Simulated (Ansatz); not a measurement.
This cell of Sb (A7 type, space group R-3m) is off equilibrium:

```yaml
crystal:
  lattice:
    - [2.13587, 1.23314, 3.88162]
    - [-2.13587, 1.23314, 3.88162]
    - [0.00000, -2.46629, 3.88162]
  atoms:
    - { symbol: Sb, position: [0.23324, 0.23324, 0.23324] }
    - { symbol: Sb, position: [0.76676, 0.76676, 0.76676] }
```

Level of theory: r2SCAN+rVV10 (plane waves to 500 eV, PAW, scalar-relativistic; Ansatz, a quantum-chemistry and plane-wave program). k mesh 13×13×13 (Γ-centred), Fermi-Dirac smearing 0.05 eV. Energies are smeared free energies. Stress and pressure are positive under compression. As the atoms are clamped, bonds stretch with the cell, which overstates energies and stresses. With partly filled bands, the response to shear is sensitive to the k mesh, so small differences along c/a are uncertain. Sb was relaxed with its symmetry unable to fall. Spin-orbit coupling is left out, though Sb is heavy.

Question: Give the stress tensor in GPa and the pressure.

Answer: 
```
    0.8      0.0      0.0
    0.0      0.8      0.0
    0.0      0.0     -0.7
```
The pressure, a third of the trace, is 0.3 GPa.

Question: It is the relaxed cell deformed to V/V₀ = 1.000, (c/a)/(c/a)₀ = 1.040, c along z, fractional positions held. What is its energy relative to the relaxed cell?

Answer: 4 meV/atom.

(Under strain, the slope of the energy per volume gives the stress and its curvature an elastic modulus.)
